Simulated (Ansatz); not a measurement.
Sr2PtCl4 in Ansatz, settings compared

Launch command:

```bash
ansatz run input.yaml --threads 1 --pin off --max-ram 2560MiB --backend cpu --events-out ev --progress --plain --runs-dir out
```

input.yaml:

```yaml
crystal:
  lattice:
    - [6.992923, 0.0, 0.0]
    - [0.0, 6.992923, 0.0]
    - [0.0, 0.0, 4.112379]
  atoms:
    - { symbol: Pt, position: [0.5, 0.5, 0.5] }
    - { symbol: Cl, position: [0.737, 0.263, 0.5] }
    - { symbol: Cl, position: [0.737, 0.737, 0.5] }
    - { symbol: Cl, position: [0.263, 0.737, 0.5] }
    - { symbol: Cl, position: [0.263, 0.263, 0.5] }
    - { symbol: Sr, position: [0.0, 0.5, 0.0] }
    - { symbol: Sr, position: [0.5, 0.0, 0.0] }
  symmetry: { tolerance: 0.0003 }
kpoints:
  mp_grid: { grid: [3, 3, 5], shift: [0, 0, 0] }
magnetization:
  spin_polarized: false
scf:
  occupations: { method: methfessel_paxton, width: 0.02 }
hamiltonian:
  pseudopotentials: { kind: paw }
  xc: pbe
basis:
  ecutwfc: 420
output:
  forces: true
  stress: true
  eigenvalues: true
  write_density: true
  write_potential: true
  elf: true
  volumetric_format: npy
```

Origin of the cell: a known structure type with other elements, at an estimated volume, so it need not be a known compound.

Output of this run (shortened):

```
SCF iter   1: F=—  HF=-23938.653440 eV  Δρ=7.37e-3  dr2=1.54e-1
SCF iter   2: F=—  HF=-23938.743505 eV  S|Δr|=    0.00e0  Δρ=1.13e-2  dr2=5.95e-1  defer=18  recentre
SCF iter   3: F=—  HF=-23938.649116 eV  S|Δr|=    0.00e0  Δρ=2.52e-3  dr2=1.20e-2  defer=18
SCF iter   4: F=—  HF=-23938.649942 eV  S|Δr|=    0.00e0  Δρ=1.93e-3  dr2=1.19e-2  defer=18
SCF iter   5: F=—  HF=-23938.649543 eV  S|Δr|=    0.00e0  Δρ=1.84e-3  dr2=9.46e-3  defer=17
SCF iter   6: F=—  HF=-23938.648720 eV  S|Δr|=    0.00e0  Δρ=1.47e-3  dr2=5.49e-3  defer=17
SCF iter   7: F=—  HF=-23938.647887 eV  S|Δr|=    0.00e0  Δρ=6.36e-4  dr2=1.33e-3  defer=17
SCF iter   8: F=—  HF=-23938.647914 eV  S|Δr|=    0.00e0  Δρ=2.54e-4  dr2=1.97e-4  defer=17
SCF iter   9: F=—  HF=-23938.647952 eV  S|Δr|=    0.00e0  Δρ=9.86e-5  dr2=2.24e-5  defer=17
SCF iter  10: F=—  HF=-23938.647899 eV  S|Δr|=    0.00e0  Δρ=3.38e-5  dr2=4.01e-6  defer=17
SCF iter  11: F=-23938.647900 eV  HF=-23938.647900 eV  S|Δr|=    0.00e0  Δρ=3.92e-6  dr2=5.75e-8
SCF 1 converged in 11 iterations: F = -23938.647900 eV  dr2 = 5.75e-8
SCF converged after 11 iterations
Stability not checked: this state was not tested for a lower state beside it, because cold or Methfessel-Paxton smearing, or corrected tetrahedra, fill the levels in a way that the test cannot read (fill_not_monotonic; […]
Free energy (F): -23938.647900 eV
Harris-Foulkes:  -23938.647900 eV  (|F-HF|=3.48e-9)
Internal energy: -23938.647219 eV  (E = F + TS)
E sigma→0 (E₀):  -23938.647730 eV
Entropy (-TS):   -0.000681 eV (-0.097 meV/atom)
Fermi energy:    8.400418 eV
--- Per-component energies (eV) ---
  E_band       = -679.881682
  E_kinetic    = 1777.346977
  E_local      = -6294.677457  (includes V_loc(G=0)·N_el)
  E_nonlocal   = 719.817689
  E_hartree    = 2296.056303
  E_xc         = -1037.132947
  E_vxc        = -1115.297003  (∫ρ·V_xc dr)
  E_paw        = -17481.993691  (= ΣΔE_a)
  E_vpaw       = -359.198915  (= ΣTr[D̂ρ^β])
  E_aug_tail   = 0.000547  (compensation charges beyond the density's cutoff)
  E_ewald      = -3918.064640
  E_smearing   = -0.000681  (= −TS)
  Σ components = -23938.647900   (vs F -23938.647900, Δ=0.00e0)
--- Forces (eV/Å), atoms counted from 1 ---
  atom   1  Pt     0.000000     0.000000     0.000000
  atom   2  Cl     1.397869    -1.397869     0.000000
  atom   3  Cl     1.397869     1.397869     0.000000
  atom   4  Cl    -1.397869     1.397869     0.000000
  atom   5  Cl    -1.397869    -1.397869     0.000000
  atom   6  Sr     0.000000     0.000000     0.000000
  atom   7  Sr     0.000000    -0.000000     0.000000
  max |Σ_I F_I| component: 4.44e-16 eV/Å
--- Stress (GPa, compression-positive) ---
        3.879482       0.000000       0.000000
        0.000000       3.879482       0.000000
        0.000000       0.000000      -3.811597
  P = ⅓ Tr σ = 1.3158 GPa (13.158 kbar)
```

The same input was run again with these changes:

1. `basis.ecutwfc` 420 → "36.7 Ry"
2. `hamiltonian.dispersion` default → d3bjatm; `basis.ecutwfc` 420 → "250 eV"
3. `scf.occupations.width` 0.02 → default; `scf.occupations.method` methfessel_paxton → tetrahedron; `basis.ecutwfc` 420 → "29.4 Ry"; `magnetization` { spin_polarized: false } → { spin_polarized: true } (starts: ferro); typed moments: Pt1 1, Cl2 3, Cl3 1, Cl4 2, Cl5 3, Sr6 2, Sr7 2
4. `kpoints.mp_grid.grid` [3, 3, 5] → [2, 2, 3]; `hamiltonian.dispersion` default → d4

```tsv
run	end	SCF iterations	P (GPa)	max force component (eV/Å)	moment (μB)	ΔE(σ→0) (meV/atom)
base	converged	11	1.32	1.398	–	0
1	converged	11	1.31	1.398	–	-0.33
2	converged	10	0.26	1.423	–	–
3	converged	18	1.35	1.397	0.11	-2.60
4	converged	14	0.43	1.367	–	–
```

Energies are compared only where functional, datasets, charge and starting cell are the same.

Not properties of the system: run 2 (too coarse or loose: `basis.ecutwfc` = "250 eV"), run 4 (too coarse or loose: `kpoints.mp_grid.grid` = [2, 2, 3]).

Caveats of the base run: no moments, though an odd count or open d shells may carry them; no spin-orbit coupling, though heavy elements are present; the k mesh is coarse if the cell is a metal.

Run 2: the cutoff lies below the datasets' advice.
Run 3: a starting moment was lost; forces and stress under tetrahedra may miss the slope of the energy; the cutoff lies below the datasets' advice.

The base run took 4.7 s on 1 thread of Intel(R) Xeon(R) Platinum 8559C (Emerald Rapids), with other jobs on the host, peak memory 0.46 GiB, from the program's own first density.
